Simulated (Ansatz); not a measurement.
A (001) slab of Co (P6_3/mmc (No. 194)), 5 planes, outer planes Co (top) and Co (bottom), with 5 atoms (Co5) in a surface cell of A = 5.226 Å², as cut from the bulk:

```
CELL_PARAMETERS angstrom
2.45642 0.00000 0.00000
-1.22821 2.12732 0.00000
0.00000 0.00000 22.93894
ATOMIC_POSITIONS crystal
Co 0.66667 0.33333 0.32695
Co 0.33333 0.66667 0.41348
Co 0.66667 0.33333 0.50000
Co 0.33333 0.66667 0.58652
Co 0.66667 0.33333 0.67305
```

The calculation used DFT PBEsol, scalar-relativistic, plane waves, PAW (Ansatz 0.2.0). Plane waves to 420 eV, a k mesh through Γ of 15×15×1 on the computed 5-atom cell and Gaussian smearing (0.10 eV); collinear spin from starting moments 1.8 1.8 1.8 1.8 1.8 μB.

Against the same 5 atoms in the bulk, the slab as cut lies 1.688 eV higher and the relaxed slab 1.669 eV higher.

(1) Work out the surface energy before and after relaxation.

(2) What is the ideal work of this cut, per area?

## Answers

(1) The slab has two faces, so γ = (E_slab − N·E_bulk)/(2A), the mean of both. As cut: 1.688/(2 × 5.226) = 0.1615 eV/Å², and 1 eV/Å² = 16.02 J/m², so γ = 2.59 J/m². Relaxed: 1.669/(2 × 5.226) = 0.1597 eV/Å² = 2.56 J/m². Relaxation recovers 1.1 % of the cost of cutting.

(2) Griffith's ideal work is 2γ: 5.17 J/m² if the new faces stay rigid, 5.12 J/m² if they relax. One thickness was run, 5 planes, so γ can still shift with it.